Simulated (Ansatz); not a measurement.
The end point of a relaxation of Bi₂S₃. Level of theory: PBEsol (plane waves to 420 eV, PAW, scalar-relativistic; Ansatz, a quantum-chemistry and plane-wave program).

```xyz
20
Lattice="11.1837 0.0000 0.0000 0.0000 3.9650 0.0000 0.0000 0.0000 10.9436" Properties=species:S:1:pos:R:3 pbc="T T T"
Bi    11.0867     0.9912     1.9214
Bi     5.4949     0.9912     3.5504
Bi     0.0970     2.9737     9.0223
Bi     5.6889     2.9737     7.3932
Bi     7.4416     0.9912    10.6112
Bi     1.8497     0.9912     5.8042
Bi     3.7421     2.9737     0.3324
Bi     9.3340     2.9737     5.1394
S      3.1601     0.9912     2.1239
S      8.7519     0.9912     3.3479
S      8.0237     2.9737     8.8197
S      2.4318     2.9737     7.5957
S      5.0423     0.9912     9.5269
S     10.6341     0.9912     6.8885
S      6.1415     2.9737     1.4167
S      0.5496     2.9737     4.0551
S      6.9674     0.9912     6.0896
S      1.3755     0.9912    10.3258
S      4.2163     2.9737     4.8540
S      9.8082     2.9737     0.6178
```

**Question.** Find the space group and the Wyckoff positions (tolerance 0.01 Å).

**Answer.** Space group Pnma (No. 62); a = 11.1837 Å, b = 3.9650 Å, c = 10.9436 Å, α = β = γ = 90.00°

```csv
atom,site,symmetry,x,y,z
Bi,4c,.m.,0.4913,0.2500,0.3244
Bi,4c,.m.,0.1654,0.2500,0.5304
S,4c,.m.,0.2826,0.2500,0.1941
S,4c,.m.,0.0491,0.7500,0.3705
S,4c,.m.,0.1230,0.2500,0.9435
```

This is the AFLOW prototype A3B2_oP20_62_3c_2c (D5_8, as in Sb2S3).

**Question.** Give the shortest distances between elements (the closest pairs, up to four, under 3.6 Å).

**Answer.** Bi–S 2.63 Å; S–S 3.27 Å.

| Quantity | Result |
|---|---|
| Volume per atom | 24.26 Å³ |
| Density | 7.04 g/cm³ |
| Band gap | 1.21 eV, indirect (valence top at k = (0.3333, 0, 0), conduction bottom at Γ) (no spin-orbit coupling) |
| Smallest direct gap | 1.33 eV at Γ |

No spin polarisation in the result. Without spin-orbit coupling the bands of the heavy element are not split, so the gap can be far off.

The run could not lose the symmetry of its start.

The first start was generated by placing the elements on the sites of a structure type. A measured structure of Bi2S3 has the same space group, Pnma (No. 62); the sites were not compared with it.
